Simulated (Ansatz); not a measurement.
A geometry of AlRu away from equilibrium: the start of the relaxation of a relaxed AlRu cell shaken by Gaussian noise of σ = 0.08 Å a coordinate. These are PBEsol (plane waves to 420 eV, PAW, scalar-relativistic; Ansatz, an electronic-structure program) values and carry that method's errors. Γ-centred k-mesh 6×7×7 on the run's cell (coarser than for final values), Fermi–Dirac smearing 0.05 eV.

```xyz
8
Lattice="5.2491 0.0000 0.0000 0.0000 4.6708 0.0000 0.0000 0.0000 4.4576" Properties=species:S:1:pos:R:3 pbc="T T T"
Ru     1.9565     0.4133     1.1357
Ru     1.6954     2.1337     3.4967
Ru     3.4154     2.5229     1.1293
Ru     3.3486     4.2734     3.2468
Al     4.4217     0.3598     1.0797
Al     4.5081     2.1138     3.4276
Al     0.6263     2.5952     1.1159
Al     0.6883     4.3606     3.3369
```

### Question
Which atoms carry the largest force, and which way does it point?

### Answer
3.23 eV/Å, on Ru2 (atoms numbered as listed); on Ru2 its components are (2.51, -1.36, -1.51).

### Question
What is the pressure?

### Answer
+5.2 GPa, compression positive.

### Question
How far above the relaxed end point is this geometry?

### Answer
0.13 eV/atom; the path ends in Pbcm (No. 57).

No spin polarisation in the result.

The end of the path is a generated cell of AlRu: the first start was made by placing the elements on the sites of a structure type, and the end was not matched to a known phase here, so it may be hypothetical.
